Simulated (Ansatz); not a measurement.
O (simple cubic, Pm-3m) under volume change, PBE in the plane-wave PAW code Ansatz, scaled uniformly.

```
V (Å³/atom)  E − E(relaxed) (meV/atom)  P (GPa)
-----------  -------------------------  -------
7.238                             41.3    20.20
7.476                             17.3    12.30
7.715                              [?]      [?]
7.954                              0.0     0.00
8.192                              [?]      [?]
8.431                             13.8    -8.81
8.669                             29.6   -12.22
```

Problem. Complete the blanks.

Solution. 
- 7.715, E − E(relaxed) (meV/atom): 4.1
- 7.715, P (GPa): 5.63
- 8.192, E − E(relaxed) (meV/atom): 3.7
- 8.192, P (GPa): -4.76

Problem. What does a third-order Birch–Murnaghan fit give for V₀, B₀ and B′?

Solution. V₀ = 7.95 Å³/atom, B₀ = 173 GPa, B′ = 4.6.

The cell is a constructed one: a structure type filled with these elements; neither database checked (COD, Materials Project) lists it. It is not the usual solid phase (space group No. 12). The cell was relaxed with PBE under the symmetry of its start; whether a distortion lowers the energy is not shown. The workflow began spin-polarised and lost its moments. The substance is a gas or liquid at ambient conditions.

Potentials: the later of the program's two PAW sets.
